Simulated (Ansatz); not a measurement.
BN:
```xyz
4
Lattice="2.5439 0.0000 0.0000 -1.2720 2.2031 0.0000 0.0000 0.0000 4.2079" Properties=species:S:1:pos:R:3 pbc="T T T"
B      1.2720     0.7344     4.2075
B      0.0000     1.4687     2.1035
N      1.2720     0.7344     2.6311
N      0.0000     1.4687     0.5272
```

x, y and z are the axes in which the lattice vectors are written.

Question: Give the proper piezoelectric stress tensor with relaxed ions from DFT-r²SCAN in the program Ansatz with PAW potentials.

Answer: In C/m², rows x, y, z, Voigt columns; mesh uncertainty up to 0.00.
```
 0.00   0.00   0.00   0.00  -0.41   0.00
 0.00   0.00   0.00  -0.41   0.00   0.00
-0.46  -0.46   1.22   0.00   0.00   0.00
```

The elastic tensor of the same run (GPa):

```
 977   135  59.2   0.0   0.0   0.0
 135   977  59.2   0.0   0.0   0.0
59.2  59.2  1060   0.0   0.0   0.0
 0.0   0.0   0.0   350   0.0   0.0
 0.0   0.0   0.0   0.0   350   0.0
 0.0   0.0   0.0   0.0   0.0   421
```

Question: Convert to strain constants d = e·S.

Answer: In pC/N:
```
 0.0   0.0   0.0   0.0  -1.2   0.0
 0.0   0.0   0.0  -1.2   0.0   0.0
-0.5  -0.5   1.2   0.0   0.0   0.0
```

Space group P6_3mc (wurtzite). The r²SCAN relaxation kept the symmetry of its start.

Potentials: the later of the program's two PAW sets.
